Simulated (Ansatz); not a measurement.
Relaxing niobium (A15)

The calculation used DFT, BLYP, plane waves (420 eV) with PAW, scalar-relativistic in Ansatz 0.2.0. The PAW files were generated under PBE, with cores re-solved for the functional.

k-point mesh 5×5×5, Fermi-Dirac smearing 0.1 eV, no spin polarisation. Cell and atoms relax.

Starting structure:

```
Nb
1.0
     5.23906    0.00000    0.00000
     0.00000    5.23906    0.00000
     0.00000    0.00000    5.23906
Nb
8
Direct
  0.00000 0.00000 0.00000
  0.50000 0.50000 0.50000
  0.25000 0.00000 0.50000
  0.75000 0.00000 0.50000
  0.50000 0.25000 0.00000
  0.50000 0.75000 0.00000
  0.00000 0.50000 0.25000
  0.00000 0.50000 0.75000
```

**Question.** The pressure at the start is 12.3 GPa. By how much does the volume change?

**Answer.** From 17.98 to 19.29 Å³ per atom, 7.3 %. The final cell has a = 5.364 Å.

**Question.** How much energy does the relaxation gain?

**Answer.** 47.6 meV per atom.

Path of the relaxation (the plane waves are chosen anew near the end, which can shift the energy a little):

```json
{"step": "0", "E − E(final) (meV/atom)": "47.61", "V (Å³/atom)": "17.975", "P (GPa)": "12.28", "max force (eV/Å)": "0.000"}
{"step": "1", "E − E(final) (meV/atom)": "46.65", "V (Å³/atom)": "20.734", "P (GPa)": "-9.66", "max force (eV/Å)": "0.000"}
{"step": "2", "E − E(final) (meV/atom)": "0.70", "V (Å³/atom)": "19.422", "P (GPa)": "-1.05", "max force (eV/Å)": "0.000"}
{"step": "3", "E − E(final) (meV/atom)": "0.24", "V (Å³/atom)": "19.288", "P (GPa)": "-0.01", "max force (eV/Å)": "0.000"}
{"step": "4", "E − E(final) (meV/atom)": "0.00", "V (Å³/atom)": "19.288", "P (GPa)": "0.00", "max force (eV/Å)": "0.000"}
```
